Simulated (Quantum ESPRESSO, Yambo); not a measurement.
RbCdF$_{3}$ (cubic perovskite, space group Pm-3m, No. 221): one geometry, one set of PBEsol (Quantum ESPRESSO, PseudoDojo norm-conserving, 102 Ry, with spin-orbit coupling) orbitals, self-energies from Yambo (2×2×2 Γ-centred k mesh, bands 9 to 264 and a 7 Ry block in the screening, 264 bands in G with the Bruneval-Gonze terminator, plasmon pole fitted at 27.2 eV).

| level | gap R → Γ (eV) | direct gap at Γ (eV) |
|---|---|---|
| PBEsol (Quantum ESPRESSO) | 3.07 | 4.58 |
| exchange only (Hartree-Fock self-energy on PBEsol orbitals) | [?] | [?] |
| static COHSEX@PBEsol | [?] | [?] |
| G0W0@PBEsol, plasmon pole | 6.21 | 7.93 |

What belongs in the gaps?


- exchange only (Hartree-Fock self-energy on PBEsol orbitals), gap R → Γ (eV): 14.56
- exchange only (Hartree-Fock self-energy on PBEsol orbitals), direct gap at Γ (eV): 17.05
- static COHSEX@PBEsol, gap R → Γ (eV): 6.85
- static COHSEX@PBEsol, direct gap at Γ (eV): 8.90

Bare exchange has no screening and gives the widest gap; static COHSEX screens it but leaves out the frequency dependence, which G0W0 restores.

Nearest settings tried, and what they do to the gap: 178 bands in W, 178 bands in G: +173 meV; 6 Ry block (171 vectors against 203): +8 meV. Not varied: mesh. So the settings aren't converged at that level. The k mesh is coarse.

Geometry of the Materials Project entry, not relaxed at this level; primitive cell a = 4.425 Å, b = 4.425 Å, c = 4.425 Å, α = 90.00°, β = 90.00°, γ = 90.00°.

The structure is a Materials Project entry; no match was found in the copy of COD used, and its stability was not checked.
